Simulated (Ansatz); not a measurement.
Level of theory: DFT PBE, scalar-relativistic, plane waves, PAW in Ansatz 0.2.0. All cells share a 420 eV cutoff and Γ-centred k meshes spaced at most about 0.3 Å⁻¹ (about 0.25 or finer for metals, 2π included). Collinear spin in cells that started with moments and kept them past the coarse steps, no spin elsewhere.

Temperature and zero-point effects are left out. All come from trial cells, and lower structures may exist.

**Question.** Order these relaxed structures of W2Br3 by energy, lowest first, with the energy over the lowest of them.
A.

```cif
data_structure
_symmetry_space_group_name_H-M 'C2'
_symmetry_Int_Tables_number 5
_cell_length_a 10.0652
_cell_length_b 7.3857
_cell_length_c 3.5442
_cell_angle_alpha 90.000
_cell_angle_beta 99.706
_cell_angle_gamma 90.000
_cell_volume 259.70
loop_
_atom_site_label
_atom_site_type_symbol
_atom_site_symmetry_multiplicity
_atom_site_Wyckoff_symbol
_atom_site_fract_x
_atom_site_fract_y
_atom_site_fract_z
_atom_site_occupancy
W1 W 4 c 0.91379 0.03497 0.19437 1
Br1 Br 2 b 0.50000 0.23096 0.50000 1
Br2 Br 4 c 0.68791 0.84978 0.85773 1
```

B.

```cif
data_structure
_symmetry_space_group_name_H-M 'R-3m:H'
_symmetry_Int_Tables_number 166
_cell_length_a 8.4386
_cell_length_b 8.4386
_cell_length_c 11.0032
_cell_angle_alpha 90.000
_cell_angle_beta 90.000
_cell_angle_gamma 120.000
_cell_volume 678.57
loop_
_atom_site_label
_atom_site_type_symbol
_atom_site_symmetry_multiplicity
_atom_site_Wyckoff_symbol
_atom_site_fract_x
_atom_site_fract_y
_atom_site_fract_z
_atom_site_occupancy
W1 W 6 c 0.33333 0.66667 0.56589 1
Br1 Br 9 d 0.83333 0.16667 0.16667 1
```

C.

```cif
data_structure
_symmetry_space_group_name_H-M 'P4mm'
_symmetry_Int_Tables_number 99
_cell_length_a 3.9940
_cell_length_b 3.9940
_cell_length_c 8.4672
_cell_angle_alpha 90.000
_cell_angle_beta 90.000
_cell_angle_gamma 90.000
_cell_volume 135.07
loop_
_atom_site_label
_atom_site_type_symbol
_atom_site_symmetry_multiplicity
_atom_site_Wyckoff_symbol
_atom_site_fract_x
_atom_site_fract_y
_atom_site_fract_z
_atom_site_occupancy
W1 W 1 a 0.00000 0.00000 0.65464 1
W2 W 1 b 0.50000 0.50000 0.53726 1
Br1 Br 2 c 0.50000 0.00000 0.86288 1
Br2 Br 1 a 0.00000 0.00000 0.35233 1
```

D.

```cif
data_structure
_symmetry_space_group_name_H-M 'Pmm2'
_symmetry_Int_Tables_number 25
_cell_length_a 3.1445
_cell_length_b 12.8697
_cell_length_c 6.5126
_cell_angle_alpha 90.000
_cell_angle_beta 90.000
_cell_angle_gamma 90.000
_cell_volume 263.56
loop_
_atom_site_label
_atom_site_type_symbol
_atom_site_symmetry_multiplicity
_atom_site_Wyckoff_symbol
_atom_site_fract_x
_atom_site_fract_y
_atom_site_fract_z
_atom_site_occupancy
W1 W 2 h 0.50000 0.70571 0.42783 1
W2 W 2 h 0.50000 0.18396 0.13636 1
Br1 Br 2 h 0.50000 0.62503 0.06427 1
Br2 Br 2 h 0.50000 0.17019 0.71529 1
Br3 Br 1 d 0.50000 0.50000 0.55003 1
Br4 Br 1 c 0.50000 0.00000 0.26238 1
```

**Answer.** A (0 meV/atom), D (390 meV/atom), B (466 meV/atom), C (890 meV/atom). Forms: A C2, no spin; D Pmm2, no spin; B R-3m, no spin; C P4mm, moments up to 1.6 μB. Counting Br atoms around W (those within 1.25 times the shortest such distance or 1.15 times the sum of covalent radii; a plus sign parts nearer from farther groups; a slash parts the counts of unlike sites): A has W 3; D has W 2+1/3; B has W 3; C has W 5/8. Even the lowest lies +0.18 eV/atom against the elements.

Weakly bound directions are ill-defined at this level, which has no dispersion term (P4mm), and this can change margins and order among such cells. Spin–orbit coupling, which can matter for W, is left out. In C2, R-3m an odd number of electrons in the primitive cell allows no gap without spin; a larger cell or a magnetic state could open one. A magnetic state wasn't ruled out in cells without spin, among them C2, Pmm2, R-3m. Another magnetic order may lie lower. Cells relaxed within their symmetry can be saddle points. The C2 cell of W2Br3 came from shaking the R-3m one. Some candidate types were left out of the draw beforehand, so a known form may be missing.
